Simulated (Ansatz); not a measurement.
An Ansatz input and the part of its output that reports the observables at the nuclei.

The cell is a structure deposited in the COD, relaxed with PBE at fixed cell and then changed (volume scaled by 1.02, ions relaxed).

```yaml
crystal:
  lattice:
    - [0.0, 4.145272318, 4.2897226768]
    - [2.4023050964, 0.0, 4.2897226768]
    - [2.4023050964, 4.145272318, 0.0]
  atoms:
    - { symbol: Ti, position: [0.75, 0.75, 0.75] }
    - { symbol: Ti, position: [0.5, 0.5, 0.5] }
    - { symbol: Si, position: [0.0868558212, 0.4131441788, 0.0868558212] }
    - { symbol: Si, position: [0.4131441788, 0.0868558212, 0.4131441788] }
    - { symbol: Si, position: [0.1631441788, 0.8368558212, 0.1631441788] }
    - { symbol: Si, position: [0.8368558212, 0.1631441788, 0.8368558212] }
kpoints:
  mp_grid: { grid: [13, 13, 13] }
scf:
  occupations: { method: fermi_dirac, width: 0.05 }
hamiltonian:
  xc: pbe
  pseudopotentials: { kind: paw }
output:
  forces: true
  stress: true
  populations: true
  efg: { quadrupole_moments_barn: { Ti: 0.247 }, contact_densities: true }
relax:
  f_tol: 0.02
  max_steps: 60
```

```sh
ansatz run input.yaml --threads 1 --pin off --max-ram 3072MiB --backend cpu --events-out ev --progress --plain --runs-dir out
```

The run relaxes the ions first, and the block belongs to the relaxed positions.

Of the output, the block on the nuclei alone is shown; the set-up, the SCF iterations, energies, forces and stress are cut.

```
--- PAW observables at the nuclei: V_zz in 10²¹ V/m², potentials from the cell's mean, atoms counted from 1 ---
  atom   1  Ti V_zz =    +1.430055   η = 0.1822   by run symmetry: allowed   C_q = +8.5409 MHz
            electrostatic potential = -2531.466285 V   contact ρ = 56782.060598 e/Å³
  atom   2  Ti V_zz =    +1.430055   η = 0.1822   by run symmetry: allowed   C_q = +8.5409 MHz
            electrostatic potential = -2531.466285 V   contact ρ = 56782.060598 e/Å³
  atom   3  Si V_zz =    -3.325619   η = 0.1661   by run symmetry: allowed
            electrostatic potential = -1364.309870 V   contact ρ = 12812.948952 e/Å³
  atom   4  Si V_zz =    -3.325619   η = 0.1661   by run symmetry: allowed
            electrostatic potential = -1364.309870 V   contact ρ = 12812.948952 e/Å³
  atom   5  Si V_zz =    -3.325619   η = 0.1661   by run symmetry: allowed
            electrostatic potential = -1364.309870 V   contact ρ = 12812.948952 e/Å³
  atom   6  Si V_zz =    -3.325619   η = 0.1661   by run symmetry: allowed
            electrostatic potential = -1364.309870 V   contact ρ = 12812.948952 e/Å³
```

The relaxation (2 steps) took 71 s of wall time (70 s of CPU time) and 1 GiB at its peak, on 1 thread of Intel Xeon Platinum 8488C (Sapphire Rapids) (x86_64; 16 cores open to the job, memory cap 3.0 GiB, no GPU), a shared host with a load of 0.3 a core.

The run finds no gap above 0.1 eV (a metal, or nearly one), so the gradients can move by 10 % or more with the k-mesh.
